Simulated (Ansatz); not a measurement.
Below is a relaxed structure of Ge2Sb2Te. The cell was found from a structure generator's guess, not taken from experiment.

The calculation used DFT PBE, scalar-relativistic, plane waves, PAW (Ansatz 0.2.0). Cutoff 420 eV, Γ-centred mesh, Gaussian smearing, no spin polarisation.

```cif
data_structure
_symmetry_space_group_name_H-M 'P 1'
_symmetry_Int_Tables_number 1
_cell_length_a 5.2396
_cell_length_b 5.2396
_cell_length_c 5.8539
_cell_angle_alpha 90.000
_cell_angle_beta 90.000
_cell_angle_gamma 120.000
_cell_volume 139.18
loop_
_atom_site_label
_atom_site_type_symbol
_atom_site_fract_x
_atom_site_fract_y
_atom_site_fract_z
_atom_site_occupancy
Ge1 Ge 0.33333 0.66667 0.50000 1
Ge2 Ge 0.66667 0.33333 0.50000 1
Sb1 Sb 0.33333 0.66667 0.00000 1
Sb2 Sb 0.66667 0.33333 0.00000 1
Te1 Te 0.00000 0.00000 0.50000 1
```

Energies over the elements count from the elements' standard structures at the same level, with no fitted energy shifts.

Problem. Find its symmetry and describe it.

Solution. P6/mmm (No. 191). Conventional cell: a = 5.240 Å, c = 5.854 Å. Ge has 2 Sb at 2.93 Å, 3 Ge at 3.03 Å and 3 Te at 3.03 Å; Sb is surrounded by 2 Ge at 2.93 Å and 3 Sb at 3.03 Å; Te has 6 Ge at 3.03 Å.

Problem. How far does it lie from the elements in energy?

Solution. +0.19 eV/atom. It can't be a ground state, since the elements alone are lower.

Problem. Is it a metal?

Solution. Yes, bands cross the Fermi level on the 12×12×6 mesh.

The last run used a 12×12×6 mesh (in the run's order of axes) for its 5-atom cell and Gaussian smearing of 0.10 eV. These runs have no spin–orbit coupling, which can matter for Sb and Te. The reference form of Te is held partly by dispersion forces, which this level lacks. A structure relaxed within its symmetry needn't be a true minimum. Another cell of Ge2Sb2Te relaxed alike, in P-3m1, lies 66 meV/atom lower, so this cell isn't the stable form at this level.
